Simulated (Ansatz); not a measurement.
The end of the path is a generated cell of AlOs: the first start was made by placing the elements on the sites of a structure type, and the end was not matched to a known phase here, so it may be hypothetical.

A geometry of AlOs away from equilibrium: the start of the relaxation of a generated cell, AlOs placed in the AFLOW prototype AB_tP8_136_g_f (as in BeO). Method: PBEsol (plane waves to 420 eV, PAW, scalar-relativistic; Ansatz, a first-principles code). Γ-centred k-mesh 6×6×10 on the run's cell (coarser than for final values), Fermi–Dirac smearing 0.05 eV.

```xyz
8
Lattice="5.6750 0.0000 0.0000 0.0000 5.6750 0.0000 0.0000 0.0000 3.2736" Properties=species:S:1:pos:R:3 pbc="T T T"
Os     1.9068     3.7682     0.0000
Os     4.7443     4.7443     1.6368
Os     0.9307     0.9307     1.6368
Os     3.7682     1.9068     0.0000
Al     1.7593     1.7593     0.0000
Al     4.5968     1.0783     1.6368
Al     1.0783     4.5968     1.6368
Al     3.9158     3.9158     0.0000
```

Question: Which atoms carry the largest force, and which way does it point?

Answer: 2.85 eV/Å, on Al5, Al6, Al7, Al8 (atoms numbered as listed); on Al5 its components are (-2.01, -2.01, 0.00).

Question: What is the pressure?

Answer: +137 GPa, compression positive.

No spin polarisation in the result. A magnetic state may lie lower.

The run could not lose the symmetry of its start, so the end can be a saddle point.
